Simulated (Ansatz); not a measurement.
CoSi$_{2}$ (fluorite type, space group Fm-3m)

Space group Fm-3m (No. 225); a = 5.3122 Å, b = 5.3122 Å, c = 5.3122 Å, α = 90.00°, β = 90.00°, γ = 90.00°

| atom | site | symmetry | x | y | z |
|---|---|---|---|---|---|
| Co | 4a | m-3m | 0.0000 | 0.0000 | 0.0000 |
| Si | 8c | -43m | 0.2500 | 0.2500 | 0.2500 |
(The calculation used a cell of 3 atoms; values per cell refer to that cell.)

Grid over V/V₀ and (c/a)/(c/a)₀, subscript 0 meaning the relaxed cell; the conventional c axis lies along z; no internal relaxation.

Level of theory: PBEsol (plane waves to 420 eV, PAW, scalar-relativistic; Ansatz, a program for electronic structure). k mesh 15×15×15 (Γ-centred), Fermi-Dirac smearing 0.05 eV. E stands for the smeared free energy. With partly filled bands, the response to shear is sensitive to the k mesh, so small differences along c/a are uncertain. CoSi2 is run without spin polarisation. CoSi2 was relaxed with its symmetry unable to fall. ΔE is measured from the relaxed starting cell.

Q: What ΔE (meV/atom) does the calculation give at all points of the grid V/V₀ = 0.960, 0.973, 0.987, 1.000, 1.013, 1.027, 1.040 by (c/a)/(c/a)₀ = 0.960, 0.973, 0.987, 1.000, 1.013, 1.027, 1.040?

A: ΔE (meV/atom), with V/V₀ across and (c/a)/(c/a)₀ down:

| (c/a)/(c/a)₀ \ V/V₀ | 0.960 | 0.973 | 0.987 | 1.000 | 1.013 | 1.027 | 1.040 |
|---|---|---|---|---|---|---|---|
| 0.960 | 18 | 11 | 6 | 5 | 6 | 10 | 16 |
| 0.973 | 15 | 8 | 3 | 2 | 3 | 7 | 13 |
| 0.987 | 14 | 6 | 2 | 0 | 2 | 6 | 12 |
| 1.000 | 13 | 6 | 1 | 0 | 1 | 5 | 11 |
| 1.013 | 14 | 6 | 2 | 0 | 2 | 6 | 12 |
| 1.027 | 15 | 7 | 3 | 2 | 3 | 7 | 13 |
| 1.040 | 17 | 10 | 5 | 4 | 5 | 9 | 15 |

(Under strain, the slope of the energy per volume gives the stress and its curvature an elastic modulus.)
